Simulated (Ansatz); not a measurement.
**Which magnetic order does Cr (P63/mmc) prefer in this cell?**

The source of the geometry is a structure as deposited in COD, repeated to hold the magnetic orders; atoms and cell stay fixed.

The runs share LDA, 6×10×6 k mesh, Fermi–Dirac smearing of 0.03 eV. PAW means Ansatz 0.2.0 on its default frozen-core files; AE-PAW is all-electron PAW in Ansatz 0.2.0 on datasets made for the crystal. Site moments are integrated in spheres about the atoms, whose radii differ between the methods.

Input of the first run:

```yaml
crystal:
  lattice:
    - [0.0, 0.0, 4.41]
    - [2.714, 0.0, 0.0]
    - [0.0, 4.7007858918, 0.0]
  atoms:
    - { symbol: Cr, position: [0.25, 1.0, 0.3333333334], spin: 3.0 }
    - { symbol: Cr, position: [0.25, 0.5, 0.8333333334], spin: 3.0 }
    - { symbol: Cr, position: [0.75, 0.5, 0.1666666666], spin: 3.0 }
    - { symbol: Cr, position: [0.75, 0.0, 0.6666666666], spin: 3.0 }
magnetization:
  spin_polarized: true
kpoints:
  mp_grid: { grid: [6, 10, 6] }
scf:
  occupations: { method: fermi_dirac, width: 0.03 }
  lower_state_search: "off"
hamiltonian:
  xc: lda
  pseudopotentials: { kind: paw }
output:
  forces: true
  stress: true
  eigenvalues: true
  populations: true
```

Command: `ansatz run input.yaml --threads 2 --pin off --max-ram 6144MiB --backend cpu --events-out ev --progress --plain --runs-dir out`

The input for «start Cr1↑ Cr2↓ Cr3↑ Cr4↓» by PAW differs from it in these lines, output keys apart:

```diff
-    - { symbol: Cr, position: [0.25, 0.5, 0.8333333334], spin: 3.0 }
+    - { symbol: Cr, position: [0.25, 0.5, 0.8333333334], spin: -3.0 }
-    - { symbol: Cr, position: [0.75, 0.0, 0.6666666666], spin: 3.0 }
+    - { symbol: Cr, position: [0.75, 0.0, 0.6666666666], spin: -3.0 }
```

Energies count from the run that starts all moments parallel. Patterns list the atoms that start with 0.5 μB or more.

```csv
start,ΔF PAW (meV/atom),ΔF AE-PAW (meV/atom),"largest moment, PAW (μB)","M, PAW (μB/cell)","order at the end, PAW","P, PAW (GPa)"
"Cr1↑, Cr2↑, Cr3↑, Cr4↑",0.0,0.0,0.43,1.90,kept,-38.6
"Cr1↑, Cr2↑, Cr3↑, Cr4↓",-13.2,-12.9,1.41,0.00,changed,-32.4
"Cr1↑, Cr2↓, Cr3↑, Cr4↓",?,–,?,0.00,kept,-38.0
"Cr1↑, Cr2↓, Cr3↓, Cr4↑",-13.2,–,1.41,0.00,kept,-32.4
no spin polarisation,+0.6,–,0.00,0.00,–,-39.2
```

Question: What belongs in the row "Cr1↑, Cr2↓, Cr3↑, Cr4↓", column "largest moment, PAW (μB)"?

Answer: 0.60.

Question: Give the missing entry: row "Cr1↑, Cr2↓, Cr3↑, Cr4↓", column "ΔF PAW (meV/atom)".

Answer: -1.5.

The lowest of these ends as follows. Site moments (μB): Cr1 1.41, Cr2 -1.41, Cr3 -1.41, Cr4 1.41. Cell moment 0.00 μB. Orders of other supercells weren't tried and can lie lower.

The start Cr1↑, Cr2↑, Cr3↑, Cr4↓ ends so. Site moments (μB): Cr1 -1.41, Cr2 1.41, Cr3 1.41, Cr4 -1.41. Cell moment 0.00 μB.

The PAW files were made with PBE; the program remakes their cores once for the run's functional and then keeps them frozen. This cell lies far from its zero-pressure volume, so the numbers describe the cell as given rather than the relaxed compound. The Ansatz runs typed with the search for lower states off end where their start leads. These are results for the start and cell typed. The real compound can order otherwise, in a larger cell, or not at all, since semilocal functionals at zero temperature often overstate magnetism. Left out because they may lie on a higher state: PAW, start Cr1↑ Cr2↑ Cr3↓ Cr4↓; AE-PAW, start Cr1↑ Cr2↑ Cr3↓ Cr4↓.
